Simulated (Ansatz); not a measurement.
Data:

TiTe₂:
```cif
data_Te2Ti
_chemical_formula_sum 'Ti1 Te2'
_space_group_name_H-M_alt 'P-3m1'
_space_group_IT_number 164
_space_group_name_Hall '-P 3 2"'
_cell_length_a 3.79289
_cell_length_b 3.79289
_cell_length_c 6.64684
_cell_angle_alpha 90.000
_cell_angle_beta 90.000
_cell_angle_gamma 120.000
loop_
_atom_site_label
_atom_site_type_symbol
_atom_site_symmetry_multiplicity
_atom_site_Wyckoff_symbol
_atom_site_fract_x
_atom_site_fract_y
_atom_site_fract_z
_atom_site_occupancy
Ti1 Ti 1 a 0.00000 0.00000 0.00000 1
Te1 Te 2 d 0.33333 0.66667 0.25449 1
```

This is the r²SCAN+D4-relaxed structure.

Question: All from r²SCAN+D4 (plane waves, PAW; program Ansatz), unless another level is named. Estimate the density of states at the Fermi level.

Answer: 0.39 states/eV per atom (mean over ±0.08 eV).

Question: Predict the formation energy from the elements (no fitted shifts).

Answer: -0.83 eV/atom.

Question: Give the gap with spin–orbit coupling.

Answer: none (metallic).

The r²SCAN+D4 relaxation kept the symmetry of its start; of distortions, only those at the zone centre were tested. No spin polarisation was allowed. The references are the lowest solids computed at this level, not always the standard phases. Spin–orbit coupling is left out wherever it is not named.

Potentials: the later of the program's two PAW sets.
